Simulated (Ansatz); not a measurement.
Relaxed BN (zinc blende):

```xyz
2
Lattice="0.0000 1.8124 1.8124 1.8124 0.0000 1.8124 1.8124 1.8124 0.0000" Properties=species:S:1:pos:R:3 pbc="T T T"
N      2.7185     2.7185     2.7185
B      0.0000     0.0000     0.0000
```

In this cell atom 1 (N, nearest neighbour B at 1.570 Å; its periodic images, 2.6 Å or more away, move with it) is moved by s along Cartesian [111], unit vector (0.577, 0.577, 0.577); all other atoms and the cell stay fixed.

Level of theory: PBE (plane waves to 420 eV, PAW, scalar-relativistic; Ansatz, a quantum-chemistry and plane-wave program). k mesh 13×13×13 (Γ-centred), Fermi-Dirac smearing 0.05 eV. The energy includes the smearing's −TS. Left out: 1 of 11 points, with atoms too close for the PAW data. BN was relaxed with its symmetry unable to fall. ΔE is measured from the undisplaced structure.

```
s (Å)   ΔE (meV/cell)
------  -------------
-0.470           1051
-0.376            816
-0.282            559
-0.188            301
-0.094             90
0.000               0
0.094             120
0.188             543
0.282            1376
0.376        withheld
```

### Question
Fit a polynomial form (powers 2, 3, 4) to the given rows and predict ΔE at s = 0.376.

### Answer
Least squares on the 9 given rows: ΔE = (11520)·s² + (18280)·s³ + (8258)·s⁴, in meV/cell with s in Å; root-mean-square residual 3.3 meV/cell. At 0.376 the fit gives 2765 meV/cell; the calculation gives 2773 meV/cell, so the extrapolation is off by -8 (-0.3 %). The quadratic term alone would give 1629 meV/cell.

(For displaced atoms, the force is minus the slope of the energy, and its curvature is a force constant, which sets phonon frequencies.)
